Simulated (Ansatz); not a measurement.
HfO$_{2}$ (fluorite, Fm-3m), DFT-PBE in the program Ansatz with PAW potentials. The conduction-band minimum lies at X, with 3 equivalent valleys. Second derivatives d²E/dk² of the lowest band at one valley (eV·Å²), along Cartesian directions:

```
direction  d²E/dk²
---------  -------
[100]        6.297
[010]        10.33
[001]        10.33
[110]        8.312
[101]        8.312
[011]        10.32
```

**Question.** Find the principal effective masses, the density-of-states mass and the conductivity mass.

**Answer.** Off-diagonal terms follow from H_xy = H[110] − (H_xx + H_yy)/2, and m*/mₑ = 7.620 eV·Å² over each eigenvalue: 0.74, 0.74, 1.2. One valley's DOS mass (m₁m₂m₃)^(1/3) = 0.87, conductivity mass 3/(Σ 1/mᵢ) = 0.85 mₑ.

**Question.** What effective density of states Nc follows at 300 K for parabolic valleys?

**Answer.** Nc = 2.509e19 × 3 × (0.87)^(3/2) ≈ 6.1e19 cm⁻³.

This is a known high-temperature phase of the composition, computed here at zero pressure and temperature. The PBE relaxation kept the symmetry of its start; whether a distortion lowers the energy is not shown. No spin polarisation was allowed. Spin–orbit coupling is left out wherever it is not named.

Potentials: the later of the program's two PAW sets.

Edges and masses are those of Kohn–Sham bands, whose gap is no quasiparticle gap.
